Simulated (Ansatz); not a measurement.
Data:

CdTe:
```cif
data_Cd3Te3
_chemical_formula_sum 'Cd3 Te3'
_space_group_name_H-M_alt 'P 1'
_space_group_IT_number 1
_cell_length_a 4.52302
_cell_length_b 4.52302
_cell_length_c 10.26318
_cell_angle_alpha 90.000
_cell_angle_beta 90.000
_cell_angle_gamma 120.000
loop_
_space_group_symop_operation_xyz
  'x, y, z'
loop_
_atom_site_label
_atom_site_type_symbol
_atom_site_fract_x
_atom_site_fract_y
_atom_site_fract_z
_atom_site_occupancy
Cd1 Cd 0.50040 0.00000 0.66667 1
Cd2 Cd 0.00000 0.50040 0.33333 1
Cd3 Cd 0.49960 0.49960 0.00000 1
Te1 Te 0.50026 0.00000 0.16667 1
Te2 Te 0.00000 0.50026 0.83333 1
Te3 Te 0.49974 0.49974 0.50000 1
```

This is the PBEsol-relaxed structure.

Q: All from DFT-PBEsol in the program Ansatz with PAW potentials, unless another level is named. Predict the Poisson's ratio.

A: 0.34.

Q: Give the highest zone-centre frequency (without LO–TO term).

A: 5.06 THz.

Space group P6_222. The start of the workflow was typed in or built on a structure type; neither database checked (COD, Materials Project) lists it. It is not the phase usual at ambient conditions (space group No. 216). The PBEsol relaxation kept the symmetry of its start; of distortions, only those at the zone centre were tested. Spin–orbit coupling is left out wherever it is not named.

Potentials: the later of the program's two PAW sets.
